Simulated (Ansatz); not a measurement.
Values for one crystal, relaxed and computed with r²SCAN (plane waves, PAW; program Ansatz); other levels are named.

| Quantity | Value |
|---|---|
| Volume per atom | 16.78 Å³ |
| Electronic character | metallic (no gap) |
| Density of states at the Fermi level | 0.66 states/eV per atom (mean over ±0.08 eV) |
| Formation energy from the elements (no fitted shifts) | -0.25 eV/atom |

**Question.** Which of these materials gives this?
(A) Nb2Pd, Fmmm (Nb on 8i, Pd on 4a)
(B) TiPd2, Immm (Ti on 2a, Pd on 4i)
(C) TiCo, CsCl type
(D) Zn3Pd, I4/mmm (Zn on 4d, Zn on 2b, Pd on 2a)

**Answer.** A, Nb2Pd, Fmmm (Nb on 8i, Pd on 4a)

The first step of the workflow began from a Materials Project structure, measured or hypothetical; the Crystallography Open Database copy checked does not list it. With Nb and Pd taken as one species the cell has the higher symmetry I4/mmm, so it may be an ordered model of a mixed-site phase. Whether it is the stable phase at ambient conditions was not checked. The cell was relaxed with r²SCAN under the symmetry of its start; whether a distortion lowers the energy is not shown. The run is not spin-polarised. The references are the lowest solids computed at this level, not always the standard phases. Scalar-relativistic: spin–orbit coupling is off unless named, which matters more the heavier the elements.

Potentials: the later of the program's two PAW sets.
